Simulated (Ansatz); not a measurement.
PbS:
Space group Fm-3m (No. 225); a = 5.9028 Å, b = 5.9028 Å, c = 5.9028 Å, α = 90.00°, β = 90.00°, γ = 90.00°

| atom | site | symmetry | x | y | z |
|---|---|---|---|---|---|
| S | 4a | m-3m | 0.0000 | 0.0000 | 0.0000 |
| Pb | 4b | m-3m | 0.5000 | 0.5000 | 0.5000 |
(The calculation used a cell of 2 atoms; values per cell refer to that cell.)

Relaxed with PBEsol.

Q: Which orbitals make up the states near the band edges in PBEsol in the plane-wave PAW code Ansatz?

A: Top 1 eV of the valence band: S 3p 66 %, Pb 6s 20 %, Pb 6p 11 %. Bottom 1 eV of the conduction band: Pb 6p 66 %, S 3s 16 %, S 3p 11 %. Projections are on Löwdin-orthogonalised atomic valence shells; empty p or d shells of many metals are not among them.

Q: Tabulate the density of states.

A: States/eV per cell of 2 atoms, in 0.25 eV bins, energy from the valence-band maximum.

```csv
E (eV),total,S 3p,Pb 6p,Pb 6s
-7.85,1.17,0.18,0.02,0.84
-7.60,0.90,0.12,0.01,0.63
-7.35,0.40,0.06,0.00,0.26
-7.10,0.21,0.03,0.00,0.13
-6.85,0.15,0.02,0.00,0.09
-6.60,0.09,0.01,0.00,0.06
-6.35,0.05,0.00,0.00,0.03
-6.10,0.01,0.00,0.00,0.00
-5.85,0.00,0.00,0.00,0.00
-5.60,0.00,0.00,0.00,0.00
-5.35,0.05,0.03,0.02,0.00
-5.10,0.30,0.16,0.13,0.01
-4.85,0.45,0.24,0.19,0.01
-4.60,0.68,0.38,0.27,0.02
-4.35,0.75,0.43,0.28,0.02
-4.10,0.96,0.58,0.33,0.02
-3.85,1.17,0.74,0.38,0.03
-3.60,1.62,1.08,0.48,0.03
-3.35,1.80,1.25,0.48,0.04
-3.10,1.77,1.27,0.43,0.04
-2.85,1.87,1.39,0.40,0.05
-2.60,1.91,1.47,0.35,0.06
-2.35,2.07,1.66,0.30,0.06
-2.10,2.01,1.66,0.22,0.07
-1.85,1.13,0.88,0.13,0.09
-1.60,0.86,0.58,0.13,0.13
-1.35,1.35,0.96,0.15,0.21
-1.10,1.63,1.17,0.15,0.27
-0.85,1.06,0.71,0.11,0.21
-0.60,0.46,0.30,0.05,0.10
-0.35,0.08,0.05,0.01,0.02
-0.10,0.01,0.00,0.00,0.00
0.15,0.00,0.00,0.00,0.00
0.40,0.03,0.00,0.02,0.00
0.65,0.15,0.02,0.10,0.00
0.90,0.28,0.03,0.19,0.01
1.15,0.58,0.07,0.39,0.01
1.40,0.85,0.10,0.59,0.02
1.65,0.97,0.11,0.68,0.02
1.90,1.17,0.13,0.86,0.02
2.15,1.29,0.14,0.99,0.02
2.40,1.37,0.16,1.07,0.02
2.65,1.39,0.20,1.05,0.02
2.90,1.32,0.22,0.97,0.02
3.15,1.35,0.25,0.95,0.01
3.40,1.47,0.29,0.98,0.01
3.65,2.01,0.38,1.12,0.01
3.90,2.10,0.45,1.23,0.01
4.15,3.10,0.71,1.66,0.01
4.40,1.85,0.49,1.06,0.01
4.65,1.33,0.39,0.78,0.00
4.90,0.74,0.24,0.44,0.00
```

The PBEsol relaxation kept the symmetry of its start. Spin–orbit coupling is left out wherever it is not named.

Potentials: the later of the program's two PAW sets.
